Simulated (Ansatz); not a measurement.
HfN (rock salt)

```cif
data_HfN
_chemical_formula_sum 'N1 Hf1'
_space_group_name_H-M_alt 'P 1'
_space_group_IT_number 1
_cell_length_a 3.20032
_cell_length_b 3.20032
_cell_length_c 3.20032
_cell_angle_alpha 60.000
_cell_angle_beta 60.000
_cell_angle_gamma 60.000
loop_
_space_group_symop_operation_xyz
  'x, y, z'
loop_
_atom_site_label
_atom_site_type_symbol
_atom_site_fract_x
_atom_site_fract_y
_atom_site_fract_z
_atom_site_occupancy
N1 N 0.00000 0.00000 0.00000 1
Hf1 Hf 0.50000 0.50000 0.50000 1
```

E(V) scan at fixed shape, V₀ the volume above. Symmetry pins the atoms to their sites.

Calculation: r2SCAN (plane waves to 500 eV, PAW, scalar-relativistic; Ansatz, an electronic-structure program). k mesh 18×18×18 (Γ-centred), Fermi-Dirac smearing 0.05 eV. The energy includes the smearing's −TS. HfN is run without spin polarisation. HfN was relaxed with its symmetry unable to fall. Spin-orbit coupling is left out, though Hf is heavy. The PAW data are Ansatz's earlier set. ΔE is measured from the relaxed starting cell. The last digit holds for this mesh only.

```json
[
 {"V (Å³/atom)": "10.430", "ΔE (meV/atom)": "122.3"},
 {"V (Å³/atom)": "10.662", "ΔE (meV/atom)": "75.4"},
 {"V (Å³/atom)": "10.893", "ΔE (meV/atom)": "40.8"},
 {"V (Å³/atom)": "11.125", "ΔE (meV/atom)": "17.5"},
 {"V (Å³/atom)": "11.357", "ΔE (meV/atom)": "4.2"},
 {"V (Å³/atom)": "11.589", "ΔE (meV/atom)": "0.0"},
 {"V (Å³/atom)": "11.820", "ΔE (meV/atom)": "3.9"},
 {"V (Å³/atom)": "12.052", "ΔE (meV/atom)": "15.3"},
 {"V (Å³/atom)": "12.284", "ΔE (meV/atom)": "33.2"},
 {"V (Å³/atom)": "12.516", "ΔE (meV/atom)": "57.1"},
 {"V (Å³/atom)": "12.748", "ΔE (meV/atom)": "86.3"}
]
```

Q: What is the fitted pressure derivative B₀′?

A: 4.2.

Q: What bulk modulus B₀ follows from a third-order Birch-Murnaghan fit?

A: 282 GPa. Check by three points about V = 11.589 Å³/atom, step 0.464: d²E/dV² ≈ (17 − 2·0 + 15) meV / 0.464² = 0.149 eV/Å⁶, and V·d²E/dV² × 160.2 = 277 GPa.

(Under strain, the slope of the energy per volume gives the stress and its curvature an elastic modulus.)
